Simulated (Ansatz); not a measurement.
**MgO$_{2}$: zone-centre modes**

These are results of Ansatz 0.2.0, DFT PBEsol, scalar-relativistic, plane waves, PAW, not measurements. Settings: plane waves to 420 eV, k-mesh 10×10×6 (Γ-centred), Gaussian smearing 0.05 eV. No spin polarisation.

Zero of the scan (relaxed at this level; it needn't be the usual structure):

```
CELL_PARAMETERS angstrom
3.16765 0.00000 0.00000
-1.58382 -0.91442 -3.45737
0.00000 5.48653 0.00000
ATOMIC_POSITIONS crystal
Mg 0.50000 0.00000 0.50000
Mg 0.00000 0.00000 0.00000
O 0.35628 0.71257 0.78543
O 0.85628 0.71257 0.28543
O 0.14372 0.28743 0.71457
O 0.64372 0.28743 0.21457
```

Harmonic modes by finite displacements of 0.02 Å, without the LO–TO term. The cell doubles the primitive one, so its zone centre also holds the primitive cell's point q = (0, 0, 1/2).

Task: At this geometry, is the structure stable against these modes?

Result: Yes: no mode is imaginary beyond 10 cm⁻¹, and only the three translations lie near zero.

Task: List the wavenumbers in cm⁻¹.

Result: 0, 0, 0, 163, 245, 282, 294, 302, 303, 377, 409, 409, 410, 440, 440, 474, 929, 950.

Cost: 1 run of about 2.8 core-minutes, on Intel Xeon Platinum 8488C (Sapphire Rapids) (shared hosts).